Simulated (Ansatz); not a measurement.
ZrB$_{2}$ in space group P6/mmm (No. 191; Zr on 1a, B on 2d) at seven volumes, DFT-LDA in the program Ansatz with PAW potentials, shape and atoms relaxed at each. One row is withheld.

```json
[
 {"V (Å³/atom)": "8.994", "P (GPa)": "29.57"},
 {"V (Å³/atom)": "9.291", "P (GPa)": "18.22"},
 {"V (Å³/atom)": "9.587", "P (GPa)": "8.44"},
 {"V (Å³/atom)": "9.884", "P (GPa)": "0.01"},
 {"V (Å³/atom)": "10.180", "P (GPa)": "-7.26"},
 {"V (Å³/atom)": "10.477", "P (GPa)": "-13.53"},
 {"V (Å³/atom)": "10.773", "P (GPa)": "?"}
]
```

Question: Fit the shown pressures and predict the withheld one.

Answer: P = (3/2)B₀(x^(7/2) − x^(5/2))[1 + (3/4)(B′ − 4)(x − 1)] with x = (V₀/V)^(2/3). Least squares on the six rows gives V₀ = 9.884 Å³/atom, B₀ = 261 GPa, B′ = 3.91. At V = 10.773, x = 0.9442 and P = -19.00 GPa. The run itself gave -18.94 GPa.

The LDA relaxation kept the symmetry of its start; of distortions, only those at the zone centre were tested. No spin polarisation was allowed.

Potentials: the later of the program's two PAW sets.
